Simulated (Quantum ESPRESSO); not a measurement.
## Band energies of RbBr

```
CELL_PARAMETERS angstrom
      4.07168     0.00000     0.00000
      0.00000     4.07168     0.00000
      0.00000     0.00000     4.07168
ATOMIC_POSITIONS crystal
  Br 0.50000 0.50000 0.50000
  Rb 0.00000 0.00000 0.00000
```

PBEsol (Quantum ESPRESSO, PseudoDojo norm-conserving, 46 Ry, scalar-relativistic); path ΓXMΓRX,MR; energies in eV from the valence-band maximum.

| k (1/Å) | point | band 4 | band 5 | band 6 | band 7 | band 8 | band 9 | band 10 | band 11 |
|---|---|---|---|---|---|---|---|---|---|
| 0.00 | Γ | -8.96 | -8.96 | -0.16 | -0.16 | -0.16 | 4.04 | 5.42 | 5.42 |
| 0.44 |  | -8.92 | -8.92 | -1.33 | -0.21 | -0.21 | 5.68 | 6.04 | 7.02 |
| 0.77 | X | -8.90 | -8.90 | -1.87 | -0.25 | -0.25 | 6.80 | 7.12 | 7.75 |
| 0.88 |  | -8.92 | -8.90 | -1.83 | -0.31 | -0.24 | 6.81 | 7.11 | 7.69 |
| 1.43 |  | -9.30 | -8.86 | -1.15 | -1.08 | -0.01 | 5.28 | 6.18 | 7.99 |
| 1.54 | M | -9.32 | -8.86 | -1.11 | -1.11 | 0.00 | 5.19 | 6.13 | 7.93 |
| 1.87 |  | -9.16 | -8.88 | -1.22 | -0.97 | -0.09 | 5.77 | 6.46 | 8.24 |
| 2.31 |  | -8.95 | -8.94 | -0.74 | -0.42 | -0.18 | 5.06 | 5.91 | 6.28 |
| 2.63 | Γ | -8.96 | -8.96 | -0.16 | -0.16 | -0.16 | 4.04 | 5.42 | 5.42 |
| 2.84 |  | -8.98 | -8.94 | -0.40 | -0.24 | -0.24 | 4.51 | 5.70 | 5.70 |
| 3.25 |  | -9.09 | -9.00 | -0.90 | -0.75 | -0.75 | 6.67 | 7.29 | 7.29 |
| 3.77 |  | -9.20 | -9.20 | -1.39 | -1.39 | -1.31 | 7.61 | 8.07 | 8.07 |
| 3.97 | R | -9.22 | -9.22 | -1.46 | -1.46 | -1.46 | 8.23 | 8.23 | 8.23 |
| 4.17 |  | -9.20 | -9.19 | -1.42 | -1.39 | -1.31 | 7.63 | 8.05 | 8.06 |
| 4.57 |  | -9.08 | -9.04 | -1.42 | -0.84 | -0.54 | 6.75 | 7.26 | 7.28 |
| 5.06 | X | -8.90 | -8.90 | -1.87 | -0.25 | -0.25 | 6.80 | 7.12 | 7.75 |
| 5.06 | M | -9.32 | -8.86 | -1.11 | -1.11 | 0.00 | 5.19 | 6.13 | 7.93 |
| 5.35 |  | -9.29 | -8.98 | -1.22 | -1.22 | -0.54 | 5.89 | 7.16 | 7.93 |
| 5.83 | R | -9.22 | -9.22 | -1.46 | -1.46 | -1.46 | 8.23 | 8.23 | 8.23 |

The PBEsol gap is indirect, 4.04 eV, from M to Γ; the smallest direct gap is 4.19 eV.

Spin-orbit splittings are left out.

Geometry relaxed with PBEsol.

This is not the ordinary phase of the substance; no match was found in the copy of COD used, and its stability was not checked.
